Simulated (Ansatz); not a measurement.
A relaxation computed with Ansatz, from input to last step.

```yaml
crystal:
  lattice:
    - [7.2257477382, 0.0, 0.0]
    - [-3.6128738691, 6.2576811026, 0.0]
    - [0.0, 0.0, 5.1822690035]
  atoms:
    - { symbol: Ta, position: [0.0, 0.7628125203, 0.25] }
    - { symbol: Ta, position: [0.0, 0.2371874797, 0.75] }
    - { symbol: Ta, position: [0.2371874797, 0.2371874797, 0.25] }
    - { symbol: Ta, position: [0.7628125203, 0.7628125203, 0.75] }
    - { symbol: Ta, position: [0.7628125203, 0.0, 0.25] }
    - { symbol: Ta, position: [0.2371874797, 0.0, 0.75] }
    - { symbol: Ta, position: [0.6666666667, 0.3333333333, 0.0] }
    - { symbol: Ta, position: [0.3333333333, 0.6666666667, 0.0] }
    - { symbol: Ta, position: [0.3333333333, 0.6666666667, 0.5] }
    - { symbol: Ta, position: [0.6666666667, 0.3333333333, 0.5] }
    - { symbol: Si, position: [0.0, 0.4050613341, 0.25] }
    - { symbol: Si, position: [0.0, 0.5949386659, 0.75] }
    - { symbol: Si, position: [0.5949386659, 0.5949386659, 0.25] }
    - { symbol: Si, position: [0.4050613341, 0.4050613341, 0.75] }
    - { symbol: Si, position: [0.4050613341, 0.0, 0.25] }
    - { symbol: Si, position: [0.5949386659, 0.0, 0.75] }
    - { symbol: "N", position: [0.0, 0.0, 0.0] }
    - { symbol: "N", position: [0.0, 0.0, 0.5] }
basis:
  ecutwfc: 500
kpoints:
  mp_grid: { grid: [6, 6, 8] }
hamiltonian:
  xc: r2scan
scf:
  occupations: { method: gaussian, width: 0.1 }
output:
  forces: true
  stress: true
  eigenvalues: true
relax:
  adjacent_minimum: "off"
  f_tol: 0.01
  max_steps: 30
  cell: { stress_tol: 0.1, fix: [volume] }
```

```bash
ansatz run input.yaml --threads 4 --pin off --max-ram 10240MiB --backend cpu --events-out ev --progress --plain --runs-dir out
```

Theory: DFT r2SCAN, scalar-relativistic, plane waves, PAW (Ansatz 0.2.0).

The volume is held at 0.91 times that of the relaxed cell.

Of 4 frames 3 are shown, positions in Å and forces in eV/Å; the SCF threshold varies from step to step. Steps run on the plane waves of an earlier cell, with a Pulay correction in the pressure. The basis is chosen afresh for the last frame, the zero of the energies, and at times for earlier ones too; energy and pressure can step there, also at an unchanged geometry. Where two frames share a geometry here, they differ by under 2 meV/atom and 0.3 GPa.

```xyz
18
Lattice="7.2257 0.0000 0.0000 -3.6129 6.2577 0.0000 0.0000 0.0000 5.1823" Properties=species:S:1:pos:R:3:forces:R:3 pbc="T T T" step=1 free_energy_over_end_meV_per_atom=0.36 pressure_GPa=27.93
Ta   -2.7559    4.7734    1.2956    0.1109   -0.1921    0.0000
Ta   -0.8569    1.4842    3.8867   -0.1109    0.1921    0.0000
Ta    0.8569    1.4842    1.2956    0.1109    0.1921    0.0000
Ta    2.7559    4.7734    3.8867   -0.1109   -0.1921    0.0000
Ta    5.5119    0.0000    1.2956   -0.2218    0.0000    0.0000
Ta    1.7139    0.0000    3.8867    0.2218    0.0000    0.0000
Ta    3.6129    2.0859    0.0000    0.0000    0.0000    0.0000
Ta    0.0000    4.1718    0.0000    0.0000    0.0000    0.0000
Ta    0.0000    4.1718    2.5911    0.0000    0.0000    0.0000
Ta    3.6129    2.0859    2.5911    0.0000    0.0000    0.0000
Si   -1.4634    2.5347    1.2956   -0.0046    0.0080    0.0000
Si   -2.1494    3.7229    3.8867    0.0046   -0.0080    0.0000
Si    2.1494    3.7229    1.2956   -0.0046   -0.0080    0.0000
Si    1.4634    2.5347    3.8867    0.0046    0.0080    0.0000
Si    2.9269    0.0000    1.2956    0.0092    0.0000    0.0000
Si    4.2989    0.0000    3.8867   -0.0092    0.0000    0.0000
N     0.0000    0.0000    0.0000    0.0000    0.0000    0.0000
N     0.0000    0.0000    2.5911    0.0000    0.0000    0.0000
18
Lattice="7.2392 0.0000 0.0000 -3.6196 6.2693 0.0000 0.0000 0.0000 5.1631" Properties=species:S:1:pos:R:3:forces:R:3 pbc="T T T" step=2 free_energy_over_end_meV_per_atom=0.10 pressure_GPa=27.52
Ta   -2.7557    4.7731    1.2908   -0.0532    0.0921    0.0000
Ta   -0.8639    1.4962    3.8723    0.0532   -0.0921    0.0000
Ta    0.8639    1.4962    1.2908   -0.0532   -0.0921    0.0000
Ta    2.7557    4.7731    3.8723    0.0532    0.0921    0.0000
Ta    5.5115    0.0000    1.2908    0.1064    0.0000    0.0000
Ta    1.7277    0.0000    3.8723   -0.1064    0.0000    0.0000
Ta    3.6196    2.0898    0.0000    0.0000    0.0000    0.0000
Ta    0.0000    4.1795    0.0000    0.0000    0.0000    0.0000
Ta    0.0000    4.1795    2.5815    0.0000    0.0000    0.0000
Ta    3.6196    2.0898    2.5815    0.0000    0.0000    0.0000
Si   -1.4648    2.5372    1.2908   -0.0099    0.0171    0.0000
Si   -2.1547    3.7321    3.8723    0.0099   -0.0171    0.0000
Si    2.1547    3.7321    1.2908   -0.0099   -0.0171    0.0000
Si    1.4648    2.5372    3.8723    0.0099    0.0171    0.0000
Si    2.9297    0.0000    1.2908    0.0198    0.0000    0.0000
Si    4.3095    0.0000    3.8723   -0.0198    0.0000    0.0000
N     0.0000    0.0000    0.0000    0.0000    0.0000    0.0000
N     0.0000    0.0000    2.5815    0.0000    0.0000    0.0000
18
Lattice="7.2344 0.0000 0.0000 -3.6172 6.2652 0.0000 0.0000 0.0000 5.1699" Properties=species:S:1:pos:R:3:forces:R:3 pbc="T T T" step=4 free_energy_over_end_meV_per_atom=0.00 pressure_GPa=27.65
Ta   -2.7557    4.7730    1.2925   -0.0017    0.0030    0.0000
Ta   -0.8615    1.4922    3.8774    0.0017   -0.0030    0.0000
Ta    0.8615    1.4922    1.2925   -0.0017   -0.0030    0.0000
Ta    2.7557    4.7730    3.8774    0.0017    0.0030    0.0000
Ta    5.5114    0.0000    1.2925    0.0035    0.0000    0.0000
Ta    1.7230    0.0000    3.8774   -0.0035    0.0000    0.0000
Ta    3.6172    2.0884    0.0000    0.0000    0.0000    0.0000
Ta    0.0000    4.1768    0.0000    0.0000    0.0000    0.0000
Ta    0.0000    4.1768    2.5849    0.0000    0.0000    0.0000
Ta    3.6172    2.0884    2.5849    0.0000    0.0000    0.0000
Si   -1.4647    2.5369    1.2925   -0.0002    0.0004    0.0000
Si   -2.1525    3.7282    3.8774    0.0002   -0.0004    0.0000
Si    2.1525    3.7282    1.2925   -0.0002   -0.0004    0.0000
Si    1.4647    2.5369    3.8774    0.0002    0.0004    0.0000
Si    2.9294    0.0000    1.2925    0.0005    0.0000    0.0000
Si    4.3050    0.0000    3.8774   -0.0005    0.0000    0.0000
N     0.0000    0.0000    0.0000    0.0000    0.0000    0.0000
N     0.0000    0.0000    2.5849    0.0000    0.0000    0.0000
```

It took 4 min on 4 threads of Intel(R) Xeon(R) Processor @ 2.50GHz (Skylake/Cascade Lake), with other jobs on the host, peak memory 1.9 GiB.

Spin–orbit coupling is left out, which can shift energies with elements as heavy as these.